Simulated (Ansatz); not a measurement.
**LiH4BrO2 at a changed volume — ¹⁷O NMR of the central transition**

Cell: an entry of the Crystallography Open Database (COD), relaxed with PBE at fixed cell and then changed (volume scaled by 1.04).

Space group P-1 (No. 2); a = 5.3698, b = 6.4812, c = 6.4903 Å, α = 63.69°, β = 82.04°, γ = 65.57°.

| site | Wyckoff | site symmetry | x | y | z |
| --- | --- | --- | --- | --- | --- |
| Li | 2i | 1 | 0.3064 | 0.3853 | 0.4803 |
| H3 | 2i | 1 | 0.0312 | 0.8618 | 0.2779 |
| H5 | 2i | 1 | 0.7965 | 0.3466 | 0.2816 |
| H7 | 2i | 1 | 0.5849 | 0.6153 | 0.1314 |
| H9 | 2i | 1 | 0.9265 | 0.7656 | 0.1343 |
| Br | 2i | 1 | 0.2493 | 0.1236 | 0.2285 |
| O13 | 2i | 1 | 0.9843 | 0.7213 | 0.2939 |
| O15 | 2i | 1 | 0.6168 | 0.4780 | 0.2900 |

One atom of each set is listed.

Computed with Ansatz: DFT, PBE, plane waves and PAW, scalar-relativistic, 420 eV cutoff, Γ-centred 5×4×4 k-points, Fermi–Dirac smearing 0.02 eV.

¹⁷O has I = 5/2 and Q = -25.58 mb (Pyykkö 2018); at 16.4 T its Larmor frequency is ν₀ = 94.7 MHz. Only the quadrupole interaction is simulated: positions count from each site's isotropic chemical shift, and J coupling is left out, as are shift anisotropy and dipolar coupling, which fast spinning averages.

**Question.** What does the ¹⁷O spectrum (fast magic-angle spinning) show for each site?

**Answer.** 

| site | first shell | C_Q (MHz) | η | P_Q (MHz) | δ_QIS (ppm) | breadth (kHz) |
| --- | --- | --- | --- | --- | --- | --- |
| O13 | 2 H at 1.00 Å, 2 Li at 2.08–2.10 Å | 8.66 | 0.76 | 9.45 | -59.7 | 12.9 |
| O15 | 2 H at 1.00 Å, 2 Li at 2.07–2.19 Å | 8.79 | 0.75 | 9.57 | -61.2 | 13.2 |

δ_QIS = −(ν_Q²/30ν₀²)[I(I+1) − 3/4](1 + η²/3) × 10⁶ ppm with ν_Q = 3|C_Q|/[2I(2I−1)]; it falls as 1/B₀² in ppm, and the breadth as 1/B₀ in kHz.

The broadest static pattern spans 43 kHz. The table holds for spinning faster than that; slower spinning leaves sidebands.

The atoms aren't relaxed in the changed cell (largest force 0.6 eV/Å).

Hardware: 1 thread of Arm Neoverse N1 (aarch64; 8 cores open to the job, memory cap 2.5 GiB, no GPU), a shared host with a load of 0.3 a core. Wall time 41 s, CPU time 41 s, peak memory 0.55 GiB.
